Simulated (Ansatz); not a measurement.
# Notes on TiOs

```xyz
2
Lattice="3.1144 0.0000 0.0000 0.0000 3.1144 0.0000 0.0000 0.0000 3.1144" Properties=species:S:1:pos:R:3 pbc="T T T"
Os    0.0000    0.0000    0.0000
Ti    1.5572    1.5572    1.5572
```

Method: r2SCAN, no spin polarisation; PAW, plane waves to 500 eV, 8×8×8 Γ-centred mesh, cold occupations (width 0.0153 eV) (Ansatz 0.2.0), atoms fixed.

(1) Which element gives electrons and which takes them?

(2) What does the stress say?

(3) Metal or insulator?

(4) Is it stable against the elements?

Origin: a database entry at a rescaled volume.

## Answers

(1) Bader charges in e: Ti +1.54, Os -1.54. In the mean Ti gives up most and Os takes most.

(2) The pressure is -8.1 GPa (compression positive), so with the atoms held at these fractions the cell would first shrink.

(3) It is a metal, with about 0.26 states/eV a cell as the mean within 0.25 eV of the Fermi level.

(4) -0.80 eV an atom against the elements' usual phases (free molecules for gases, crystals otherwise, with no correction for O₂ or N₂), so it is bound against them; other compounds may still compete. Relaxing would lower it.
